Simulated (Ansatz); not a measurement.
WC: moving W off its site

WC, Fm-3m, a = 4.385 Å (as given, not relaxed at this level: -10.1 GPa). This isn't the usual stable structure of the compound. Ansatz: PBEsol, PAW, 420 eV, Γ-centred 18×18×18 mesh on 2 atoms, Gaussian smearing 0.15 eV; no spin polarisation.

```
CELL_PARAMETERS angstrom
0.00000 2.19268 2.19268
2.19268 0.00000 2.19268
2.19268 2.19268 0.00000
ATOMIC_POSITIONS crystal
W 0.00000 0.00000 0.00000
C 0.50000 0.50000 0.50000
```

Atom 1 (W) moves by x along the unit vector (0.000, 0.000, -1.000), with its periodic images; all else is held. y is the free energy of the cell over the start, F the force along the path summed over the moved atoms. Symmetry makes y even in x.

| x (Å) | y (meV) | F (eV/Å) |
| --- | --- | --- |
| -0.1000 | ? | ? |
| -0.0500 | 7.51 | 0.31 |
| 0.0000 | 0.00 | 0.00 |
| 0.0125 | 0.46 | -0.07 |
| 0.0250 | 1.85 | -0.15 |
| 0.0375 | 4.18 | -0.23 |
| 0.0625 | 11.90 | -0.39 |
| 0.0750 | 17.39 | -0.49 |
| 0.0875 | 24.05 | -0.58 |

Question: Fit y = c2 x² + c4 x⁴ to the energies of the other rows, give the force constant, and predict energy and force of the missing row.

Answer: Least squares on the rows shown. y = 2943.4 x² + 25948 x⁴. The force constant is 2 c2 = 5.89 eV/Å², for the cell as given, at -10.1 GPa (for all images moving together, not for a lone atom). With two atoms in a cubic cell this is the optical mode at Γ (in a metal it hangs on mesh and smearing): ω = 521.5 √(2 c2/μ) = 377 cm⁻¹ for μ = 11.27 u. The force −dy/dx at the missing row is 0.69 eV/Å (computed 0.68). At x = -0.1000 the fit asked for gives 32.03 meV. The run gave 31.90 meV, so the fit is 0.13 meV too high, a small miss on the scale of the series.

Spin–orbit coupling is left out, which can shift energies with elements as heavy as these.